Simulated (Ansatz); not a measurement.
# KLiW4O12, one structure, two calculations

Cell: a computed structure from the Materials Project (it need not be an observed phase), atoms as given.

```cif
data_KLiW4O12
_symmetry_space_group_name_H-M 'P4/mmm'
_symmetry_Int_Tables_number 123
_cell_length_a 5.5404
_cell_length_b 5.5404
_cell_length_c 7.8368
_cell_angle_alpha 90.000
_cell_angle_beta 90.000
_cell_angle_gamma 90.000
loop_
_atom_site_label
_atom_site_type_symbol
_atom_site_symmetry_multiplicity
_atom_site_Wyckoff_symbol
_atom_site_fract_x
_atom_site_fract_y
_atom_site_fract_z
K K 1 a 0.0000 0.0000 0.0000
Li Li 1 d 0.5000 0.5000 0.5000
W W 4 i 0.0000 0.5000 0.7486
O7 O 8 r 0.2525 0.2525 0.2535
O15 O 2 e 0.0000 0.5000 0.5000
O16 O 2 f 0.0000 0.5000 0.0000
```

One atom of each set is listed.

First run. Computed with Ansatz: DFT, PBE, plane waves and PAW, scalar-relativistic, 420 eV cutoff, Γ-centred 6×6×4 k-points, Fermi–Dirac smearing 0.05 eV.

| site | V_zz (10²¹ V/m²) | η |
| --- | --- | --- |
| K | 0.31 | 0.00 |
| W | 1.70 | 0.19 |
| O7 | 3.73 | 0.51 |
| O15 | 3.80 | 0.57 |
| O16 | 4.03 | 0.36 |

Second run. The same atoms and settings, except that the functional is r2SCAN, the cutoff is 500 eV and the mesh is 6×6×5.

(1) What does the second run give?

Results:

(1) 

```csv
site,V_zz,η,change of V_zz
K,0.29,0.00,-0.02
W,-1.58,0.29,–
O7,4.00,0.48,+0.27
O15,3.93,0.55,+0.13
O16,4.17,0.35,+0.14
```

The largest change of V_zz along a kept axis is on O7, from 3.73 to 4.00. The whole tensor moves most on W, by 1.57 along its most changed direction. In per cent, |V_zz| changes by +3 to +7 on O (all sites that start above 2). On W the largest principal value lies along another axis in the second run, so the two V_zz can't be compared directly. Sites with |V_zz| of 0.02 or less aren't listed.

Without spin–orbit coupling the gradients at and beside W can be off by some per cent, at some sites by more.
For the first run: At this cell the PBE pressure is -7 GPa, so with PBE the cell would shrink if it were relaxed. The entry's cell may itself be off.
For the second run: At this cell the r2SCAN pressure is -13 GPa, so with r2SCAN the cell would shrink if it were relaxed. The entry's cell may itself be off.
